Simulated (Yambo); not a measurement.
G0W0@PBEsol for Ba2MgWO6 (space group Fm-3m, No. 225) in Yambo. Reference settings: 2×2×2 Γ-centred k mesh, bands 3 to 214 and a 7 Ry block in the screening, 214 bands in G with the Bruneval-Gonze terminator, plasmon pole fitted at 27.2 eV. The PBEsol gap Γ → X on this mesh is 2.73 eV; G0W0 gaps are taken between the same points.

The settings were changed. The gap went from 4.46 eV to 4.70 eV, and the shift of the valence edge from -0.46 eV to -0.53 eV.

### Question
Which change was made?
(A) 2 Ry block
(B) 143 bands in W, 143 bands in G
(C) 143 bands in G
(D) 109 bands in W

### Answer
A, 2 Ry block. The others gave (gap, valence shift): 109 bands in W: 4.58, -0.34 eV; 143 bands in G: 4.48, -0.45 eV; 143 bands in W, 143 bands in G: 4.53, -0.39 eV.

Spin-orbit coupling is not included.

Geometry of the Materials Project entry, not relaxed at this level; primitive cell a = b = c = 5.8240 Å, α = β = γ = 60.00°.

A shift is the quasiparticle energy of the state minus its PBEsol energy.
